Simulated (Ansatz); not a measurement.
Input file for Ansatz (a program for electronic structure):

Ansatz 0.2 input:
```yaml
crystal:
  lattice:
    - [0.0, 2.7335716843, 2.7335716843]
    - [2.7335716843, 0.0, 2.7335716843]
    - [2.7335716843, 2.7335716843, 0.0]
  atoms:
    - { symbol: Li, position: [0.0, 0.0, 0.0] }
    - { symbol: Cl, position: [0.25, 0.25, 0.25] }
kpoints:
  mp_grid: { grid: [9, 9, 9] }
hamiltonian:
  xc: r2scan
  pseudopotentials: { kind: paw }
scf:
  occupations: { method: fixed }
checkpoint: { read: static.run }
output: { bader: true, populations: true }
```

Output (shortened):

```
Pseudopotential: Li, paw, valence charge 3
Pseudopotential: Cl, paw, valence charge 7
Functional definition: r2SCAN
Crystal: 2 atoms, lattice volume = 40.853 Å³
Basis set: ecut = 500 eV, 1037 PW (Γ), exchange–correlation on 120×120×120 points (64 copies of the dense FFT grid, shifted against one another)
Bands: 9, of which v1, the nominal top of the filled ones, is band 5 counted from 1 (4 counted from 0)
Symmetry: 24 space group operations
Space group: F-43m (ITA 216), of the structure as read, at distance tolerance 3.4e-5 Å
k-points: 35 of 729 (time reversal used)
Stability of the state it starts from, as read at its close in the unpolarized treatment …
iter 1 solved again at ethr=3.71e-6 eV; its pass at ethr=3.10e-3 eV (dr2=3.71e-4 eV) is discarded
SCF iter   1: F=—  HF=-1292.781701 eV  |F-HF|=—  |Δ(HF+E_count)|=         —  Δρ=5.37e-6  dr2=3.51e-9  dr2_τ=3.75e-10  ethr=3.71e-6  ⟨swp⟩=2.4  Hψ=2802  notcnv=0  defer=66
preconditioner: auto → none
SCF iter   2: F=—  HF=-1292.781702 eV  |F-HF|=—  |Δ(HF+E_count)|=   1.38e-6  Δρ=2.80e-6  dr2=1.30e-9  dr2_τ=2.78e-10  ethr=3.51e-11  ⟨swp⟩=6.6  Hψ=1695  notcnv=0
SCF iter   3: F=-1292.781702 eV  HF=-1292.781702 eV  |F-HF|=2.23e-11  |Δ(HF+E_count)|=  4.46e-11  Δρ=1.82e-6  dr2=4.36e-10  dr2_τ=4.74e-11  ethr=1.30e-11  ⟨swp⟩=1.0  Hψ=773  notcnv=0
SCF 1 converged in 3 iterations: F = -1292.781702 eV  dr2 = 4.36e-10
SCF converged after 3 iterations
Free energy (F): -1292.781702 eV
Harris-Foulkes:  -1292.781702 eV  (|F-HF|=2.23e-11)
Internal energy: -1292.781702 eV  (E = F + TS)
E sigma→0 (E₀):  -1292.781702 eV
Fermi energy:    -0.629424 eV
--- Per-component energies (eV) ---
  E_band       = -125.697912
  E_kinetic    = 183.531698
  E_local      = -395.599010  (includes V_loc(G=0)·N_el)
  E_nonlocal   = -4.885961
  E_hartree    = 122.611201
  E_xc         = -115.236104
  E_vxc        = -150.719450  (∫ρ·V_xc dr)
  E_paw        = -688.511699  (= ΣΔE_a)
  E_vpaw       = -11.427710  (= ΣTr[D̂ρ^β])
  E_aug_tail   = -0.000059  (compensation charges beyond the density's cutoff)
  E_vtau       = 8.180057  (kinetic-family band-sum trace: ∫τ·v_τ [+ j·A + Jᵃ·Aᵃ] dr)
  E_ewald      = -394.555362
  E_core_change = -0.136407  (= ΣΔE_core)
  E_smearing   =  0.000000  (= −TS)
  E_closure    = 0.000000  (closes the sum)
  Σ components = -1292.781702   (vs F -1292.781702, Δ=0.00e0)
  [band-id]    e_kinetic+e_local+e_nonlocal+2·e_hartree+e_vxc+e_vpaw+e_augmentation_tail+e_vtau = -125.698032   (vs E_band -125.697912, Δ=-1.20e-4)
--- Band table (eV; the first three rows and the last of 35) ---
  k-point 0: bands = ["-44.6335", "-13.9310", "-0.6294", "-0.6294", "-0.6294", "6.0813", "10.3362", "10.3362", "10.3362"]
  k-point 1: bands = ["-44.6333", "-13.8972", "-0.9292", "-0.6661", "-0.6661", "6.4166", "10.4128", "10.4823", "10.4823"]
  k-point 2: bands = ["-44.6329", "-13.8092", "-1.5961", "-0.7557", "-0.7557", "7.1818", "10.5693", "10.6999", "10.6999"]
  k-point 34: bands = ["-44.6314", "-13.5315", "-2.1179", "-1.7690", "-1.5059", "8.0493", "10.4212", "11.3574", "12.3489"]
--- Löwdin populations: 2 sites ---
  site symbol       q [e]
     0     Li      2.2993
     1     Cl      7.6494
  spilling = 0.005132 (of n_electrons = 10.000000)
--- Bader charges: 2 sites ---
  site symbol  charge [e]  shift [e]
     0     Li      0.9016     0.0005
     1     Cl     -0.9016     0.0005
  shift: an alarm, by how much a part of what the PAW files miss would move the charge. Where it is large, compare
  with a run on PAW files of another source; a small one proves nothing
  estimated error of the sums over rays = 1.1e-4 e
```

Cost: about 17 core-seconds (a rough figure) on shared cores.

The start of the workflow was typed in or built on a structure type; neither database checked (COD, Materials Project) lists it. It is not the phase usual at ambient conditions (space group No. 225). The cell was relaxed with r²SCAN under the symmetry of its start; its stability against distortions is not shown here.

Potentials: the later of the program's two PAW sets.

Ansatz is a plane-wave DFT program.
